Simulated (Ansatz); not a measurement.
Consider the following.

NbW:
Space group Cmmm (No. 65); a = 3.2169 Å, b = 4.5587 Å, c = 4.5688 Å, α = 90.00°, β = 90.00°, γ = 90.00°

```tsv
atom	site	symmetry	x	y	z
Nb	2a	mmm	0.0000	0.0000	0.0000
W	2c	mmm	0.0000	0.5000	0.5000
```
(The calculation used a cell of 2 atoms; values per cell refer to that cell.)

This is the r²SCAN-relaxed structure.

### Question
All from r²SCAN in the plane-wave PAW code Ansatz, unless another level is named. Give the density of states at the Fermi level.

### Answer
0.56 states/eV per atom (mean over ±0.08 eV).

### Question
Predict the formation energy from the elements (no fitted shifts).

### Answer
-45 meV/atom.

The first step of the workflow began from a Materials Project structure, measured or hypothetical; the Crystallography Open Database copy checked does not list it. With Nb and W taken as one species the cell has the higher symmetry Im-3m, so it may be an ordered model of a mixed-site phase. Its standing as an ambient phase is unchecked. The r²SCAN relaxation kept the symmetry of its start; its stability against distortions is not shown here. The run is not spin-polarised. Axis ratios of metals converge slowly with the k-mesh, so a and c are less sure than the volume. The references are the lowest solids computed at this level, not always the standard phases. Spin–orbit coupling is left out wherever it is not named.

Potentials: the later of the program's two PAW sets.
